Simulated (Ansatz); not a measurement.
The calculation used DFT PBE, scalar-relativistic, plane waves, PAW in Ansatz 0.2.0. All cells share a 420 eV cutoff and Γ-centred k meshes spaced at most about 0.3 Å⁻¹ (about 0.25 or finer for metals, 2π included). No spin polarisation in the final relaxations.

All energies are static (0 K, no zero-point motion).

Two forms of SiGe4 were relaxed alike.

A.

```yaml
crystal:
  lattice:
    - [2.98071, 0.00000, 0.00000]
    - [-1.49035, 2.58137, 0.00000]
    - [0.00000, 0.00000, 24.03550]
  atoms:
    - { symbol: Si, position: [0.33333, 0.66667, 0.75000] }
    - { symbol: Si, position: [0.66667, 0.33333, 0.25000] }
    - { symbol: Ge, position: [0.33333, 0.66667, 0.94895] }
    - { symbol: Ge, position: [0.33333, 0.66667, 0.15710] }
    - { symbol: Ge, position: [0.33333, 0.66667, 0.34290] }
    - { symbol: Ge, position: [0.33333, 0.66667, 0.55105] }
    - { symbol: Ge, position: [0.66667, 0.33333, 0.05105] }
    - { symbol: Ge, position: [0.66667, 0.33333, 0.44895] }
    - { symbol: Ge, position: [0.66667, 0.33333, 0.65710] }
    - { symbol: Ge, position: [0.66667, 0.33333, 0.84290] }
```

B.

```yaml
crystal:
  lattice:
    - [2.99653, 0.00000, 0.00000]
    - [-1.49827, 2.59507, 0.00000]
    - [0.00000, 0.00000, 23.69444]
  atoms:
    - { symbol: Si, position: [0.33333, 0.66667, 0.80086] }
    - { symbol: Si, position: [0.33333, 0.66667, 0.19914] }
    - { symbol: Ge, position: [0.33333, 0.66667, 0.60099] }
    - { symbol: Ge, position: [0.33333, 0.66667, 0.00000] }
    - { symbol: Ge, position: [0.33333, 0.66667, 0.39901] }
    - { symbol: Ge, position: [0.66667, 0.33333, 0.70717] }
    - { symbol: Ge, position: [0.66667, 0.33333, 0.89504] }
    - { symbol: Ge, position: [0.66667, 0.33333, 0.10496] }
    - { symbol: Ge, position: [0.66667, 0.33333, 0.29283] }
    - { symbol: Ge, position: [0.66667, 0.33333, 0.50000] }
```

Question: Which placement of the atoms is lower in energy, and by how much?

Answer: They are level within the accuracy (under 1 meV/atom apart). The two share one framework of sites and differ in which element sits where. A has Si and Ge ordered on hcp sites, space group P6_3/mmc (No. 194), 18.5 Å³/atom and no gap on its mesh; B has Si and Ge ordered on hcp sites, space group P-6m2 (No. 187), 18.4 Å³/atom and no gap. Counting Ge atoms around Si (those within 1.25 times the shortest such distance or 1.15 times the sum of covalent radii; the shortest distance is added where it is long for a bond), A and B both have Si 6 from 2.8 Å. Even the lower one lies +0.39 eV/atom against the reference forms of the elements (uncorrected), so neither is stable at this level. Both come from invented guesses. A third cell relaxed alike, in P6/mmm, lies 110 meV/atom below the lower of the two.

The k mesh leaves some 4 meV/atom of noise in the energy of each metallic cell. Cells relaxed within their symmetry can be saddle points.
